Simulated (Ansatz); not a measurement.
CoSi2 (fluorite or antifluorite type, Fm-3m) at seven volumes, DFT-PBE in the program Ansatz with PAW potentials, scaled uniformly. One row is withheld.

| V (Å³/atom) | P (GPa) |
|---|---|
| 11.676 | 20.88 |
| 12.061 | 12.74 |
| 12.446 | ? |
| 12.831 | 0.00 |
| 13.216 | -4.95 |
| 13.601 | -9.12 |
| 13.986 | -12.59 |

Question: Fit the shown pressures and predict the withheld one.

Answer: P = (3/2)B₀(x^(7/2) − x^(5/2))[1 + (3/4)(B′ − 4)(x − 1)] with x = (V₀/V)^(2/3). Least squares on the six rows gives V₀ = 12.830 Å³/atom, B₀ = 178 GPa, B′ = 4.60. At V = 12.446, x = 1.0205 and P = 5.80 GPa. The run itself gave 5.84 GPa.

The PBE relaxation kept the symmetry of its start. The workflow began spin-polarised and lost its moments.

Potentials: the later of the program's two PAW sets.
